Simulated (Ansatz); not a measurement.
Computed with Ansatz, DFT PBE, scalar-relativistic, plane waves, PAW. Settings: cutoff 420 eV, Γ-centred meshes spaced at most about 0.3 Å⁻¹, and about 0.25 Å⁻¹ or finer for metals (2π included), Gaussian smearing. No spin polarisation in the final relaxations.

All energies are static (0 K, no zero-point motion).

Compare these two cells of K2Ge, each relaxed at this level.

A.

```
CELL_PARAMETERS angstrom
5.84767 0.00000 0.00000
-2.92383 5.06423 0.00000
0.00000 0.00000 3.35372
ATOMIC_POSITIONS crystal
K 0.66667 0.33333 0.50000
K 0.33333 0.66667 0.50000
Ge 0.00000 0.00000 0.00000
```

B.

```
CELL_PARAMETERS angstrom
6.10928 0.00000 0.00000
0.00000 6.10928 0.00000
0.00000 0.00000 3.50882
ATOMIC_POSITIONS crystal
K 0.00000 0.50000 0.50000
K 0.50000 0.00000 0.50000
Ge 0.50000 0.50000 0.00000
```

Task: Which form is favoured at zero pressure, and by what margin per atom?

Result: B is lower, by 12 meV/atom. A has space group P6/mmm (No. 191), 33.1 Å³/atom and no gap on its mesh; B has space group P4/mmm (No. 123), 43.7 Å³/atom and no gap. Counting Ge atoms around K (those within 1.25 times the shortest such distance or 1.15 times the sum of covalent radii), A has K 6 and B has K 4. The lower one is the more open, so pressure narrows the difference. Even the lower one lies +0.18 eV/atom against the reference forms of the elements (uncorrected), so neither is stable at this level. In A, K is surrounded by 5 K at 3.35–3.38 Å and 6 Ge at 3.77 Å; Ge has 2 Ge at 3.35 Å and 12 K at 3.77 Å. In B, around K lie 2 K at 3.51 Å, 4 Ge at 3.52 Å and 4 K at 4.32 Å; around Ge lie 2 Ge at 3.51 Å and 8 K at 3.52 Å. Both come from invented guesses. A third cell relaxed alike, in I4/mcm, lies 108 meV/atom below the lower of the two.

The k mesh leaves some 4 meV/atom of noise in the energy of each metallic cell. A magnetic state wasn't ruled out in cells without spin, among them P4/mmm. Cells relaxed within their symmetry can be saddle points.
